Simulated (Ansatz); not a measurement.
CsPbCl₃:
```
CELL_PARAMETERS angstrom
      5.73310     0.00000     0.00000
      0.00000     5.73310     0.00000
      0.00000     0.00000     5.73310
ATOMIC_POSITIONS crystal
  Pb 0.50000 0.50000 0.50000
  Cl 0.00000 0.50000 0.50000
  Cl 0.50000 0.00000 0.50000
  Cl 0.50000 0.50000 0.00000
  Cs 0.00000 0.00000 0.00000
```

Relaxed with PBE.

Task: Give the Bader charges and basin volumes of the independent atoms, DFT-PBE in the program Ansatz with PAW potentials.

Result: 

| atom | Bader charge (e) | Bader volume (Å³) |
|---|---|---|
| Pb1 | +1.27 | 24.2 |
| Cl2 | -0.72 | 38.2 |
| Cs5 | +0.90 | 45.4 |

Space group Pm-3m (cubic perovskite). This is a known high-temperature phase of the composition, computed here at zero pressure and temperature. Symmetry was held in the PBE relaxation; phonons show weakly imaginary modes. Scalar-relativistic: spin–orbit coupling is off unless named, which matters more the heavier the elements.

Potentials: the later of the program's two PAW sets.
